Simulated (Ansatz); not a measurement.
Relaxation of a relaxed Sc cell with every coordinate shifted by Gaussian noise of σ = 0.2 Å; 2 atoms in the cell, which starts as P-1 (No. 2), aP2; a = b = 3.329 Å, c = 5.192 Å, α = β = 90.00°, γ = 120.00°. Method: r2SCAN (plane waves to 500 eV, PAW, scalar-relativistic; Ansatz, an electronic-structure program). Γ-centred k-mesh 11×11×6 on the run's cell (coarser than for final values), Fermi–Dirac smearing 0.05 eV. This is the first round of the run. 

The optimiser's lines from the output (shortened; P is positive under compression):

```
relax step   1: F+E_penalty+E_count = -4280.34332842 eV  Δ(F+E_penalty+E_count) = +0.000e0 eV  max|allowed force component| = 2.522e0 eV/Å  Δτ_max = 0.0000 Å  P = +4.675 GPa  Ω = 49.834 Å³  (7 SCF iters, dr2 threshold 1.00e-7 eV, accepted)
relax step   2: F+E_penalty+E_count = -4281.00934857 eV  Δ(F+E_penalty+E_count) = -6.660e-1 eV  max|allowed force component| = 9.329e-1 eV/Å  Δτ_max = 0.1947 Å  P = +0.929 GPa  Ω = 49.488 Å³  (8 SCF iters, dr2 threshold 2.00e-7 eV, accepted)
relax step   3: F+E_penalty+E_count = -4281.14061566 eV  Δ(F+E_penalty+E_count) = -1.313e-1 eV  max|allowed force component| = 9.169e-2 eV/Å  Δτ_max = 0.1769 Å  P = +0.782 GPa  Ω = 49.156 Å³  (8 SCF iters, dr2 threshold 2.00e-7 eV, accepted)
relax step   4: F+E_penalty+E_count = -4281.15774700 eV  Δ(F+E_penalty+E_count) = -1.713e-2 eV  max|allowed force component| = 1.979e-3 eV/Å  Δτ_max = 0.0079 Å  P = -0.158 GPa  Ω = 49.961 Å³  (7 SCF iters, dr2 threshold 2.00e-7 eV, accepted)
relax step   5: F+E_penalty+E_count = -4281.15821208 eV  Δ(F+E_penalty+E_count) = -4.651e-4 eV  max|allowed force component| = 8.788e-4 eV/Å  Δτ_max = 0.0038 Å  P = +0.037 GPa  Ω = 49.790 Å³  (5 SCF iters, dr2 threshold 2.00e-7 eV, accepted)
relax step   6: F+E_penalty+E_count = -4281.15820935 eV  Δ(F+E_penalty+E_count) = +2.730e-6 eV  max|allowed force component| = 1.431e-4 eV/Å  Δτ_max = 0.0006 Å  P = +0.001 GPa  Ω = 49.822 Å³  (5 SCF iters, dr2 threshold 1.08e-8 eV, accepted)
relax step   7: F+E_penalty+E_count = -4281.15820222 eV  Δ(F+E_penalty+E_count) = +7.133e-6 eV  max|allowed force component| = 1.627e-4 eV/Å  Δτ_max = 0.0000 Å  P = +0.016 GPa  Ω = 49.822 Å³  stress off target by 2.12e-2 GPa  SCF on the basis re-selected at this cell (its energy is not comparable with the rows above)  (4 SCF iters)
relax step   8: F+E_penalty+E_count = -4281.15819462 eV  Δ(F+E_penalty+E_count) = +7.598e-6 eV  max|allowed force component| = 2.761e-5 eV/Å  Δτ_max = 0.0001 Å  P = -0.000 GPa  Ω = 49.837 Å³  (5 SCF iters, dr2 threshold 1.13e-9 eV, accepted)
relax step   9: F+E_penalty+E_count = -4281.15820201 eV  Δ(F+E_penalty+E_count) = -7.386e-6 eV  max|allowed force component| = 2.648e-5 eV/Å  Δτ_max = 0.0000 Å  P = +0.000 GPa  Ω = 49.837 Å³  stress off target by 8.27e-4 GPa  SCF on the basis re-selected at this cell (its energy is not comparable with the rows above)  (4 SCF iters)
```

From the first to the last row the energy changes by -0.41 eV/atom and the volume by 0.0 %. The last row is marked as not comparable with the walk above it, whose basis was carried along; it does compare with step 1, since both stand on a basis selected at the nominal cutoff for their own cell.

Later rounds, restarted from the end of this one on a renewed k-mesh, logged 2 more steps and released under 0.01 eV/atom more. The final structure after all rounds: P6₃/mmc (No. 194), hP2, hcp (Mg type); a = b = 3.3290 Å, c = 5.1928 Å, α = β = 90.00°, γ = 120.00°. Between re-selections the logged energies stand on a plane-wave basis carried along with the cell. No spin polarisation in the result.

The run could not lose the symmetry of its start.
